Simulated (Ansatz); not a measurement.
BeS:
```cif
data_BeS
_chemical_formula_sum 'S1 Be1'
_space_group_name_H-M_alt 'P 1'
_space_group_IT_number 1
_cell_length_a 3.44257
_cell_length_b 3.44257
_cell_length_c 3.44257
_cell_angle_alpha 60.000
_cell_angle_beta 60.000
_cell_angle_gamma 60.000
loop_
_space_group_symop_operation_xyz
  'x, y, z'
loop_
_atom_site_label
_atom_site_type_symbol
_atom_site_fract_x
_atom_site_fract_y
_atom_site_fract_z
_atom_site_occupancy
S1 S 0.75000 0.75000 0.75000 1
Be1 Be 0.00000 0.00000 0.00000 1
```

This is the r²SCAN-relaxed structure.

Task: All from r²SCAN in the plane-wave PAW code Ansatz, unless another level is named. Give the formation energy from the elements (no fitted shifts).

Result: -1.22 eV/atom.

Task: Next, the hole effective mass, band 1 of 3 at the edge?

Result: 0.57 along [100], 4.3 along [110], 1.3 along [111] (mₑ).

Task: And the HSE06 gap on the r²SCAN cell?

Result: 4.08 eV.

Task: Give the conduction-band minimum.

Result: at X (3 equivalent valleys).

Task: Predict the weight of the valence-edge state by species (Voronoi cells).

Result: S 80 %, Be 20 %.

Space group F-43m (zinc blende). The cell was relaxed with r²SCAN under the symmetry of its start; phonons on a q-mesh show no instability. The references are the lowest solids computed at this level, not always the standard phases.

Potentials: the later of the program's two PAW sets.
